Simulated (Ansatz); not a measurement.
Ru:
```
Ru
1.0
    2.69850     0.00000     0.00000
   -1.34925     2.33697     0.00000
    0.00000     0.00000     4.26464
Ru
2
Cartesian
  0.00000   1.55798   3.19848
  1.34925   0.77899   1.06616
```

Relaxed with PBE+D3(BJ). Special points in fractions of this cell's reciprocal vectors: Γ (0.000, 0.000, 0.000); M (0.500, 0.000, 0.000); K (0.333, 0.333, 0.000); A (0.000, 0.000, 0.500); L (0.500, 0.000, 0.500); H (0.333, 0.333, 0.500).

Question: List the band energies nearest the Fermi level at these points for the program Ansatz at the PBE+D3(BJ) level (PAW).

Answer: In eV from the Fermi level; about four levels below and three above (degenerate sets whole), none deeper than 8.9 eV; … stands for higher levels left out; points with the same levels are listed once.

| k | below | above |
|---|---|---|
| Γ | -1.97 -1.97 -1.44 -1.44 | 1.18 1.18 … |
| M | -3.09 -2.11 -1.84 -1.55 | 1.42 1.84 1.93 |
| K | -3.85 -2.90 -2.90 -1.11 | 1.01 1.01 1.45 |
| A | -2.83 -2.83 -2.83 -2.83 -2.76 -2.76 | … |
| L | -4.61 -4.61 -1.10 -1.10 | 0.43 0.43 1.68 1.68 |
| H | -2.77 -2.77 -1.23 -1.23 | 1.22 1.22 … |

Space group P6_3/mmc (hcp (Mg type)). The PBE+D3(BJ) relaxation kept the symmetry of its start. No spin polarisation was allowed. The pairwise dispersion correction was not fitted to metals. Spin–orbit coupling is left out wherever it is not named.

Potentials: the later of the program's two PAW sets.
